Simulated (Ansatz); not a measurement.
The start is a randomly generated symmetric cell of V (space group No. 15). The cell and all atomic positions are relaxed at zero pressure with PBE (plane waves to 420 eV, PAW, scalar-relativistic; Ansatz, a program for electronic structure). The first steps use a coarse 14×14×8 k-mesh.

Input geometry:
```yaml
crystal:
  lattice:
    - [1.38324, -2.53919, 0.00000]
    - [1.38324, 2.53919, 0.00000]
    - [-1.02315, 0.00000, 4.00611]
  atoms:
    - { symbol: V, position: [0.37943, 0.62057, 0.75000] }
    - { symbol: V, position: [0.62057, 0.37943, 0.25000] }
```
Spin-polarised start, with parallel moments on V.

```yaml
initial_pressure: "-3.5 GPa (negative: the cell is under tension)"
largest_initial_force: 0.23 eV/Å, on V1, V2 (atoms numbered as listed)
outcome: The space group goes from C2/c (No. 15) to Fddd (No. 70); the end is AFLOW prototype A_oF8_70_a, with 2 atoms in the primitive cell
volume_change: -3.1 %, from 14.07 to 13.63 Å³/atom
Shortest distances (start → end): "The closest pairs of elements (up to four, under 3.6 Å), start → end: V–V 2.40 → 2.45 Å"
moments_at_the_end: zero (the starting moments vanished)
optimiser_moves: 16
```

Relaxed structure:

```cif
data_V8
_chemical_formula_sum 'V8'
_space_group_name_H-M_alt 'Fddd :1'
_space_group_IT_number 70
_space_group_name_Hall 'F 2 2 -1d'
_cell_length_a 2.45383
_cell_length_b 4.96791
_cell_length_c 8.94399
_cell_angle_alpha 90.000
_cell_angle_beta 90.000
_cell_angle_gamma 90.000
loop_
_atom_site_label
_atom_site_type_symbol
_atom_site_symmetry_multiplicity
_atom_site_Wyckoff_symbol
_atom_site_fract_x
_atom_site_fract_y
_atom_site_fract_z
_atom_site_occupancy
V1 V 8 a 0.00000 0.00000 0.00000 1
```
(The calculation used a cell of 2 atoms; values per cell refer to that cell.)

Final values are on a 19×19×19 k-mesh of the relaxed cell. No spin polarisation in the result: the starting moments vanished.

The run could not lose the symmetry of its start, so the end can be a saddle point.

The relaxed structure here is a generated cell of V: the first start was made by a random draw of sites in a space group, and the end was not matched to a known phase here, so it may be hypothetical. Known forms of V include space group No. 229.
